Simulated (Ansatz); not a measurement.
# Y3Al2N5: computed properties

Theory: DFT PBE, scalar-relativistic, plane waves, PAW in Ansatz 0.2.0.

Plane waves to 420 eV, a k mesh through Γ of 14×14×14 on the computed 10-atom cell and Gaussian smearing (0.02 eV); no spin polarisation.

The structure is relaxed at this level of theory with its symmetry kept, and needn't be the ground state of this composition.

```
Y Al N
1.0
    -1.67099    1.67099   11.48303
     1.67099   -1.67099   11.48303
     1.67099    1.67099  -11.48303
Y Al N
3 2 5
Cartesian
  0.0000 0.0000 15.9403
  0.0000 0.0000 7.0258
  0.0000 0.0000 11.4830
  0.0000 0.0000 20.7058
  0.0000 0.0000 2.2603
  0.0000 0.0000 18.6043
  0.0000 0.0000 9.2256
  0.0000 0.0000 0.0000
  0.0000 0.0000 13.7404
  0.0000 0.0000 4.3617
```

(1) Formation energy from the elements' standard states (uncorrected)?

(2) Kohn–Sham band gap?

(3) Orbital (Löwdin) character of the top 1 eV of the valence band?

(4) Orbital (Löwdin) character of the lowest 1 eV of the conduction band?

(5) Bader charge by site (e)?

## Answers

(1) -1.137 eV/atom.

(2) 0.47 eV.

(3) N 2p 85 %, Y 4d 9 %.

(4) Y 4d 76 %, N 2p 10 %, Al 3s 8 %.

(5) Y (2 in the cell) 1.90, Y (1 in the cell) 1.96, Al (2 in the cell) 2.27, N (2 in the cell) -2.01, N (2 in the cell) -2.12, N (1 in the cell) -2.05.

The cell was found from a structure generator's guess, not taken from experiment. Kohn–Sham gaps at this level usually fall short of measured ones. Löwdin shares on free-atom orbitals overweight diffuse shells in the empty bands.
